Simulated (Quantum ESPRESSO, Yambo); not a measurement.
Sr₂NO₆H₃ (space group P-62m, No. 189). The geometry is that of Materials Project entry mp-1095649, symmetrised and not relaxed again. Chain: LDA (Quantum ESPRESSO, PseudoDojo norm-conserving, 84 Ry, without SOC); G0W0 in Yambo (3×3×4 Γ-centred k mesh, 158 bands and a 6 Ry block in the screening, 158 bands in G with the Bruneval-Gonze terminator, plasmon pole fitted at 27.2 eV); BSE (3×3×6 mesh, 14 valence and 10 conduction bands, static screening with 83 bands and a 3 Ry block, scissor 3.73 eV, Tamm-Dancoff).

The LDA gap (dense path) is 2.80 eV and the LDA gap K → A on the GW mesh is 2.80 eV. The LDA smallest direct gap on the GW mesh, at A comes out as 3.32 eV and the G0W0 direct gap at that point comes out as 7.05 eV. The G0W0 correction to the gap K → A comes out as 3.61 eV, the direct gap on the BSE mesh, with the scissor is 7.05 eV and the first BSE state allowed for light along x is 5.82 eV. The lowest BSE state comes out as 3.32 eV. The binding of the lowest exciton is 3.73 eV and the RPA electronic dielectric constant along x comes out as 2.89 (3×3×6 mesh, LDA bands).

Rough cost of the Yambo steps against G0W0 for 8 states: BSE within a factor of two, one RPA spectrum about 1/10.

Nearest settings tried, and what they do to the gap: 107 bands in W, 107 bands in G: +50 meV; 2 Ry block (57 vectors against 245): +151 meV. Not varied: mesh. So the settings aren't converged at that level. The BSE states are vertical excitations (zero momentum); the indirect quasiparticle gap, about 6.41 eV, is smaller than the direct one (7.05 eV on the GW mesh). Convergence of the RPA response with its 3×3×6 mesh was not tested. Convergence of the binding with the mesh was not shown. Axes are Cartesian, with cell vectors (Å) (6.70, 0.00, 0.00), (-3.35, 5.81, 0.00), (0.00, 0.00, 3.59).
